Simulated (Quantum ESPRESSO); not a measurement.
# W3MoSe5S3: finding a planted mistake in a log

Computed values, not a measurement. The program is pw.x of Quantum ESPRESSO 7.5 (plane-wave density functional theory). The cell is made up: 12 atoms on a layered 2H lattice, with randomly drawn elements, strain and displacements, not relaxed. PseudoDojo standard norm-conserving files (v0.5 for PBE, v0.4.1 for LDA and PBEsol) set the functional; there is no spin polarisation, spin-orbit coupling or dispersion term, and the masses in the input are unused placeholders.

Intended input:

```
&control calculation='scf', pseudo_dir='./dojo.nc.sr.pbe.v0_5.standard.upf', outdir='./o', disk_io='low', tprnfor=.true., tstress=.true. /
&system ibrav=0, nat=12, ntyp=4, nbnd=83, ecutwfc=85.99341389, nosym=.true., tot_charge=0,
 occupations='smearing', smearing='fd', degauss=0.0018374661
/
&electrons conv_thr=7.350e-09, electron_maxstep=60, /
ATOMIC_SPECIES
Mo 1.0 Mo.upf
S 1.0 S.upf
Se 1.0 Se.upf
W 1.0 W.upf
CELL_PARAMETERS angstrom
3.2882 0.0362 0.0372
0.0627 5.6331 -0.0027
0.1486 -0.0062 13.321
ATOMIC_POSITIONS angstrom
W 0.0341 1.952 3.3937
W 1.7189 1.0247 10.0191
Mo 1.6976 4.6867 3.4045
W 0.1324 3.7603 9.975
Se 0.0571 1.8292 8.3431
Se 0.1445 1.8463 11.595
Se 1.6289 1.0178 1.7205
S 1.6675 0.8334 4.939
S 1.8044 4.599 8.2109
Se 1.8312 4.7995 11.7146
Se -0.013 3.8336 1.8114
S 0.1113 3.74 5.1032
K_POINTS automatic
7 4 2 1 1 1
```

The log is shortened where brackets say so; the opening notice, blank lines, dates and the lines on written files are dropped, and the path of the files is cut. It prints rydbergs, bohrs and kilobars, and counts compression as positive stress. Where no state is partly filled, the Fermi energy that it prints is only some level between the filled and the empty states on the mesh, and need not lie in the true gap.

Log of the intended run:

```
     Program PWSCF v.7.5
     Parallel version (MPI & OpenMP), running on       4 processor cores
     Number of MPI processes:                 4
     Threads/MPI process:                     1
     [start-up lines left out]
     bravais-lattice index     =            0
     lattice parameter (alat)  =       6.2146  a.u.
     unit-cell volume          =    1664.6806 (a.u.)^3
     number of atoms/cell      =           12
     number of atomic types    =            4
     number of electrons       =       154.00
     number of Kohn-Sham states=           83
     kinetic-energy cutoff     =      85.9934  Ry
     charge density cutoff     =     343.9737  Ry
     scf convergence threshold =      7.3E-09
     mixing beta               =       0.7000
     number of iterations used =            8  plain     mixing
     Exchange-correlation= PBE
                           (   1   4   3   4   0   0   0)
     [axes and pseudopotential details left out]
   Cartesian axes
     site n.     atom                  positions (alat units)
         1        W      tau(   1) = (   0.0103691   0.5935639   1.0319559  )
         2        W      tau(   2) = (   0.5226829   0.3115906   3.0466066  )
         3        Mo     tau(   3) = (   0.5162060   1.4251311   1.0352399  )
         4        W      tau(   4) = (   0.0402602   1.1434315   3.0331967  )
         5        Se     tau(   5) = (   0.0173630   0.5562229   2.5369688  )
         6        Se     tau(   6) = (   0.0439395   0.5614227   3.5258061  )
         7        Se     tau(   7) = (   0.4953157   0.3094925   0.5231694  )
         8        S      tau(   8) = (   0.5070532   0.2534202   1.5018505  )
         9        S      tau(   9) = (   0.5486817   1.3984633   2.4967694  )
        10        Se     tau(  10) = (   0.5568311   1.4594313   3.5621740  )
        11        Se     tau(  11) = (  -0.0039530   1.1657206   0.5508103  )
        12        S      tau(  12) = (   0.0338441   1.1372587   1.5517804  )
     number of k points=    28  Fermi-Dirac smearing, width (Ry)=  0.0018
                       cart. coord. in units 2pi/alat
        k(    1) = (   0.0699525   0.0722257   0.0609718), wk =   0.0714286
        k(    2) = (   0.0713500   0.0721510  -0.0624809), wk =   0.0714286
     [further k points left out]
     Dense  grid:   179371 G-vectors     FFT dimensions: (  40,  64, 150)
     Estimated max dynamical RAM per process >     562.19 MB
     Estimated total dynamical RAM >       2.07 GB
     Initial potential from superposition of free atoms
     starting charge     153.9966, renormalised to     154.0000
     Starting wfcs are   97 randomized atomic wfcs
     total cpu time spent up to now is        7.1 secs
     per-process dynamical memory:   408.0 Mb
     Self-consistent Calculation
     iteration #  1     ecut=    85.99 Ry     beta= 0.70
     Davidson diagonalization with overlap
     ethr =  1.00E-02,  avg # of iterations =  2.0
     Threshold (ethr) on eigenvalues was too large:
     Diagonalizing with lowered threshold
     Davidson diagonalization with overlap
     ethr =  4.80E-04,  avg # of iterations =  2.1
     total cpu time spent up to now is       39.9 secs
     total energy              =   -1874.11715794 Ry
     estimated scf accuracy    <       0.77144215 Ry
     iteration #  2     ecut=    85.99 Ry     beta= 0.70
     Davidson diagonalization with overlap
     ethr =  5.01E-04,  avg # of iterations =  9.2
     total cpu time spent up to now is       66.6 secs
     total energy              =   -1872.33935310 Ry
     estimated scf accuracy    <      23.67464694 Ry
     [iterations 3 to 19 left out]
     iteration # 20     ecut=    85.99 Ry     beta= 0.70
     Davidson diagonalization with overlap
     ethr =  1.02E-11,  avg # of iterations =  6.9
     total cpu time spent up to now is      412.2 secs
     total energy              =   -1874.53461148 Ry
     estimated scf accuracy    <       0.00000002 Ry
     iteration # 21     ecut=    85.99 Ry     beta= 0.70
     Davidson diagonalization with overlap
     ethr =  1.02E-11,  avg # of iterations =  2.3
     total cpu time spent up to now is      427.4 secs
     End of self-consistent calculation
     [lines on levels left out]
     the Fermi energy is    11.8863 ev
!    total energy              =   -1874.53461148 Ry
     estimated scf accuracy    <          5.2E-09 Ry
     smearing contrib. (-TS)   =      -0.00000000 Ry
     internal energy E=F+TS    =   -1874.53461148 Ry
     The total energy is F=E-TS. E is the sum of the following terms:
     one-electron contribution =   -1230.14909408 Ry
     hartree contribution      =     662.49046329 Ry
     xc contribution           =    -381.13318957 Ry
     ewald contribution        =    -925.74279112 Ry
     convergence has been achieved in  21 iterations
     Forces acting on atoms (cartesian axes, Ry/au):
     atom    1 type  4   force =    -0.01705916   -0.05467004    0.07936975
     atom    2 type  4   force =     0.03268695   -0.11457311   -0.07859948
     atom    3 type  1   force =    -0.02613562    0.02077515    0.10076998
     atom    4 type  4   force =     0.01569209    0.04313588   -0.06189954
     atom    5 type  3   force =     0.01794082    0.02236887   -0.04304058
     atom    6 type  3   force =    -0.04283322    0.05150718    0.08172276
     atom    7 type  3   force =     0.01975217   -0.00817300   -0.00101962
     atom    8 type  2   force =    -0.00152184    0.06584673   -0.01528651
     atom    9 type  2   force =    -0.00436665    0.03059827    0.11842729
     atom   10 type  3   force =    -0.01940878   -0.03314264   -0.01654686
     atom   11 type  3   force =     0.04315664   -0.02049667   -0.08986117
     atom   12 type  2   force =    -0.01790340   -0.00317663   -0.07403602
     Total force =     0.314532     Total SCF correction =     0.000339
     Computing stress (Cartesian axis) and pressure
          total   stress  (Ry/bohr**3)                   (kbar)     P=        8.20
   0.00004444  -0.00016819  -0.00029998            6.54      -24.74      -44.13
  -0.00016819   0.00009563   0.00008316          -24.74       14.07       12.23
  -0.00029998   0.00008316   0.00002716          -44.13       12.23        4.00
     init_run     :      6.75s CPU      7.07s WALL (       1 calls)
     electrons    :    412.57s CPU    420.29s WALL (       1 calls)
     forces       :      3.16s CPU      3.21s WALL (       1 calls)
     stress       :     10.61s CPU     10.86s WALL (       1 calls)
     [timing details left out]
     PWSCF        :   7m13.23s CPU   7m21.70s WALL
     JOB DONE.
```

A second run was made from an input with one planted mistake. Its log:

```
     Program PWSCF v.7.5
     Parallel version (MPI & OpenMP), running on       4 processor cores
     Number of MPI processes:                 4
     Threads/MPI process:                     1
     [start-up lines left out]
     bravais-lattice index     =            0
     lattice parameter (alat)  =       6.2146  a.u.
     unit-cell volume          =    1664.6806 (a.u.)^3
     number of atoms/cell      =           12
     number of atomic types    =            4
     number of electrons       =       154.00
     number of Kohn-Sham states=           83
     kinetic-energy cutoff     =      85.9934  Ry
     charge density cutoff     =     343.9737  Ry
     scf convergence threshold =      7.3E-09
     mixing beta               =       0.7000
     number of iterations used =            8  plain     mixing
     Exchange-correlation= PBESOL
                           (   1   4  10   8   0   0   0)
     [axes and pseudopotential details left out]
   Cartesian axes
     site n.     atom                  positions (alat units)
         1        W      tau(   1) = (   0.0103691   0.5935639   1.0319559  )
         2        W      tau(   2) = (   0.5226829   0.3115906   3.0466066  )
         3        Mo     tau(   3) = (   0.5162060   1.4251311   1.0352399  )
         4        W      tau(   4) = (   0.0402602   1.1434315   3.0331967  )
         5        Se     tau(   5) = (   0.0173630   0.5562229   2.5369688  )
         6        Se     tau(   6) = (   0.0439395   0.5614227   3.5258061  )
         7        Se     tau(   7) = (   0.4953157   0.3094925   0.5231694  )
         8        S      tau(   8) = (   0.5070532   0.2534202   1.5018505  )
         9        S      tau(   9) = (   0.5486817   1.3984633   2.4967694  )
        10        Se     tau(  10) = (   0.5568311   1.4594313   3.5621740  )
        11        Se     tau(  11) = (  -0.0039530   1.1657206   0.5508103  )
        12        S      tau(  12) = (   0.0338441   1.1372587   1.5517804  )
     number of k points=    28  Fermi-Dirac smearing, width (Ry)=  0.0018
                       cart. coord. in units 2pi/alat
        k(    1) = (   0.0699525   0.0722257   0.0609718), wk =   0.0714286
        k(    2) = (   0.0713500   0.0721510  -0.0624809), wk =   0.0714286
     [further k points left out]
     Dense  grid:   179371 G-vectors     FFT dimensions: (  40,  64, 150)
     Estimated max dynamical RAM per process >     562.19 MB
     Estimated total dynamical RAM >       2.07 GB
     Initial potential from superposition of free atoms
     starting charge     153.9969, renormalised to     154.0000
     Starting wfcs are   97 randomized atomic wfcs
     total cpu time spent up to now is        8.4 secs
     per-process dynamical memory:   407.8 Mb
     Self-consistent Calculation
     iteration #  1     ecut=    85.99 Ry     beta= 0.70
     Davidson diagonalization with overlap
     ethr =  1.00E-02,  avg # of iterations =  2.0
     Threshold (ethr) on eigenvalues was too large:
     Diagonalizing with lowered threshold
     Davidson diagonalization with overlap
     ethr =  4.58E-04,  avg # of iterations =  2.2
     total cpu time spent up to now is       44.6 secs
     total energy              =   -1872.85552325 Ry
     estimated scf accuracy    <       0.73972277 Ry
     iteration #  2     ecut=    85.99 Ry     beta= 0.70
     Davidson diagonalization with overlap
     ethr =  4.80E-04,  avg # of iterations =  9.2
     total cpu time spent up to now is       72.8 secs
     total energy              =   -1871.13784589 Ry
     estimated scf accuracy    <      22.88946644 Ry
     [iterations 3 to 19 left out]
     iteration # 20     ecut=    85.99 Ry     beta= 0.70
     Davidson diagonalization with overlap
     ethr =  1.20E-11,  avg # of iterations =  5.6
     total cpu time spent up to now is      449.5 secs
     total energy              =   -1873.25507891 Ry
     estimated scf accuracy    <       0.00000002 Ry
     iteration # 21     ecut=    85.99 Ry     beta= 0.70
     Davidson diagonalization with overlap
     ethr =  1.20E-11,  avg # of iterations =  2.5
     total cpu time spent up to now is      465.4 secs
     End of self-consistent calculation
     [lines on levels left out]
     the Fermi energy is    11.7540 ev
!    total energy              =   -1873.25507891 Ry
     estimated scf accuracy    <          3.4E-09 Ry
     smearing contrib. (-TS)   =      -0.00000000 Ry
     internal energy E=F+TS    =   -1873.25507891 Ry
     The total energy is F=E-TS. E is the sum of the following terms:
     one-electron contribution =   -1231.74433269 Ry
     hartree contribution      =     662.17325741 Ry
     xc contribution           =    -377.94121252 Ry
     ewald contribution        =    -925.74279112 Ry
     convergence has been achieved in  21 iterations
     Forces acting on atoms (cartesian axes, Ry/au):
     atom    1 type  4   force =    -0.01629520   -0.05365518    0.07621851
     atom    2 type  4   force =     0.03181903   -0.11132935   -0.07578904
     atom    3 type  1   force =    -0.02540962    0.02056164    0.09791868
     atom    4 type  4   force =     0.01489042    0.04061187   -0.06048692
     atom    5 type  3   force =     0.01752443    0.02292584   -0.02887720
     atom    6 type  3   force =    -0.04152543    0.04987739    0.06669832
     atom    7 type  3   force =     0.01902678   -0.00790138    0.01117100
     atom    8 type  2   force =    -0.00165429    0.06453552   -0.02603636
     atom    9 type  2   force =    -0.00418250    0.02934332    0.12704823
     atom   10 type  3   force =    -0.01873333   -0.03150746   -0.02878279
     atom   11 type  3   force =     0.04216504   -0.02066767   -0.07541930
     atom   12 type  2   force =    -0.01762533   -0.00279455   -0.08366314
     Total force =     0.307271     Total SCF correction =     0.000279
     Computing stress (Cartesian axis) and pressure
          total   stress  (Ry/bohr**3)                   (kbar)     P=      -37.33
  -0.00027447  -0.00016429  -0.00029460          -40.38      -24.17      -43.34
  -0.00016429  -0.00022048   0.00008318          -24.17      -32.43       12.24
  -0.00029460   0.00008318  -0.00026624          -43.34       12.24      -39.16
     init_run     :      7.80s CPU      8.15s WALL (       1 calls)
     electrons    :    448.67s CPU    457.08s WALL (       1 calls)
     forces       :      3.23s CPU      3.30s WALL (       1 calls)
     stress       :     10.90s CPU     11.19s WALL (       1 calls)
     [timing details left out]
     PWSCF        :   7m50.91s CPU   8m 0.14s WALL
     JOB DONE.
```

Question: what was wrong in the second input?

Answer: the files are those of another functional. The input lines that differ, file-writing options aside:

```
- &control calculation='scf', pseudo_dir='./dojo.nc.sr.pbe.v0_5.standard.upf', outdir='./o', disk_io='low', tprnfor=.true., tstress=.true. /
+ &control calculation='scf', pseudo_dir='./dojo.nc.sr.pbesol.v0_4_1.standard.upf', outdir='./o', disk_io='low', tprnfor=.true., tstress=.true. /
```

|  | intended run | run with the mistake |
| --- | --- | --- |
| free energy (eV) | -25504.343 | -25486.934 |
| smearing term -TS (eV) | 0.0000 | 0.0000 |
| pressure (GPa) | 0.82 | -3.73 |
| largest force component (eV/Å) | 3.045 | 3.267 |
| largest change of a force component (eV/Å) |  | 0.386 |
| iterations | 21 | 21 |

For scale, a rerun of the intended cell at a cutoff of 1467 eV and k mesh 9 x 6 x 4 moved values by no more than 0.003 eV in energy, 0.03 GPa in stress and 0.005 eV/Å in force. Files of another functional have another zero of energy, so the energy change says nothing on stability.